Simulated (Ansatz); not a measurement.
Given:

ZnSe (zinc blende, space group No. 216), a = 5.733 Å, b = 5.733 Å, c = 5.733 Å, α = 90.00°, β = 90.00°, γ = 90.00°; the cell used has 2 atoms.

This is the PBE-relaxed structure.

**Question.** All from plane-wave PAW PBE (Ansatz code), unless another level is named. Give the electron effective mass.

**Answer.** 0.090 mₑ (isotropic).

**Question.** What about the band gap?

**Answer.** 1.15 eV (direct).

**Question.** Next, the hole effective mass, band 3 of 3 at the edge?

**Answer.** 0.094 along [100], 0.084 along [110], 0.081 along [111] (mₑ).

**Question.** And the electron effective mass with spin–orbit coupling?

**Answer.** 0.088 mₑ (isotropic).

**Question.** And the gap with spin–orbit coupling?

**Answer.** 1.02 eV.

**Question.** Next, the weight of the conduction-edge state by species (Voronoi cells)?

**Answer.** Zn 64 %, Se 36 %.

Space group F-43m (zinc blende). Symmetry was held in the PBE relaxation. Spin–orbit coupling is left out wherever it is not named.

Potentials: the earlier of the program's two PAW sets.
